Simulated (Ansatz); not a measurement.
**From the elastic tensor of HfIr3 at 3 GPa (stress–strain coefficients) to moduli and sound speeds**

These are results of DFT LDA, scalar-relativistic, plane waves, PAW in Ansatz, not measurements. Plane waves to 420 eV; Γ-centred k mesh 12×12×12; Fermi-Dirac smearing of 0.15 eV. No spin polarisation.

It takes space group Pm-3m (No. 221, cubic). The conventional cell has a = 3.889 Å, b = 3.889 Å, c = 3.889 Å, α = 90.00°, β = 90.00°, γ = 90.00°. Hf (site symmetry m-3m) is surrounded by 12 Ir at 2.75 Å. Around Ir (site symmetry 4/mmm) lie 4 Hf at 2.75 Å and 8 Ir at 2.75 Å.

In a metal, frequencies and elastic constants depend on the k mesh and the smearing, soft modes and shear constants most. Spin–orbit coupling is left out, which can shift energies with elements as heavy as these.

Relaxed-ion constants (GPa, on the Cartesian axes of the calculation):
C11 = 494.2, C12 = 255.2, C13 = 255.2, C22 = 494.2, C23 = 255.2, C33 = 494.2, C44 = 241.7, C55 = 241.7, C66 = 241.7 GPa; the others vanish.

Density 21.320 g/cm³; 4 atoms in 58.82 Å³.

The values that follow are for a polycrystal of randomly turned grains, by Hill's mean where one number stands.

- Bulk modulus, Voigt / Reuss / Hill: 334.9 / 334.9 / 334.9 GPa
- Shear modulus, Voigt / Reuss / Hill: 192.8 / 171.5 / 182.2 GPa
- Young's modulus: 463 GPa
- Poisson ratio: 0.270
- Pugh ratio B/G: 1.84
- Universal anisotropy index: 0.62
- Longitudinal and transverse sound speeds: 5206 and 2923 m/s
- Debye temperature from the mean sound speed: 395 K